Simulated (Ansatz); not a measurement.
Pt (fcc type), DFT, r2SCAN, all-electron PAW with datasets made for the crystal, scalar-relativistic (Ansatz 0.2.0), on 1 thread of Intel(R) Xeon(R) 6975P-C (Granite Rapids) (shared host).

Command: `ansatz run input.yaml --threads 1 --pin off --max-ram 2048MiB --backend cpu --events-out ev --progress --plain --runs-dir out`

```yaml
crystal:
  lattice:
    - [0.0, 1.8292356444, 1.8292356444]
    - [1.8292356444, 0.0, 1.8292356444]
    - [1.8292356444, 1.8292356444, 0.0]
  atoms:
    - { symbol: Pt, position: [0.0, 0.0, 0.0] }
kpoints:
  mp_grid: { grid: [17, 17, 17] }
scf:
  occupations: { method: fermi_dirac, width: 0.08 }
hamiltonian:
  xc: r2scan
  pseudopotentials: { kind: all_electron, datasets: crystal }
output:
  forces: true
  stress: true
  eigenvalues: true
```

Problem. How large is the problem that the program sets up?

Solution. 165 irreducible k-points, 169 plane waves at Γ, 13 bands.

Problem. About how long does it take, and how much memory?

Solution. 8.3 s of wall time for 8 SCF iterations, with a peak of 0.59 GiB. Times on shared machines scatter by tens of per cent.
